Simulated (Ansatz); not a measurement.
Be: electron density at the nuclei under pressure

```
CELL_PARAMETERS angstrom
-1.25312 1.25312 1.25312
1.25312 -1.25312 1.25312
1.25312 1.25312 -1.25312
ATOMIC_POSITIONS crystal
Be 0.00000 0.00000 0.00000
```

Structure from Materials Project entry mp-20 (possibly hypothetical), not relaxed further.

Computed with Ansatz 0.2.0, DFT, PBEsol, all-electron PAW with datasets made for the crystal, scalar-relativistic.

The runs use a Γ-centred 23×23×23 k mesh, Fermi–Dirac smearing of 0.03 eV, cutoff 220 eV (chosen by the program for this cell), no spin polarisation.

The contact density is the mean electron density over the nuclear volume; its changes follow the s electrons' response to bonding and compression. Changes below are taken from the unscaled cell, where it is 235.529 e/Å³ at Be.

Volumes at which the program chose other datasets or cutoffs are left out.

The datasets are made afresh for each cell, so very small changes are uncertain.

Task: Tabulate the changes with volume.

Result: 
```json
{"V/V(cell)": "1.0000", "P (GPa)": "-2.1", "Δρ(0) Be (e/Å³)": "0.00"}
{"V/V(cell)": "1.0100", "P (GPa)": "-3.2", "Δρ(0) Be (e/Å³)": "-0.01"}
{"V/V(cell)": "1.0200", "P (GPa)": "-4.3", "Δρ(0) Be (e/Å³)": "-0.02"}
{"V/V(cell)": "1.0400", "P (GPa)": "-6.4", "Δρ(0) Be (e/Å³)": "-0.04"}
{"V/V(cell)": "1.0600", "P (GPa)": "-8.3", "Δρ(0) Be (e/Å³)": "-0.05"}
```
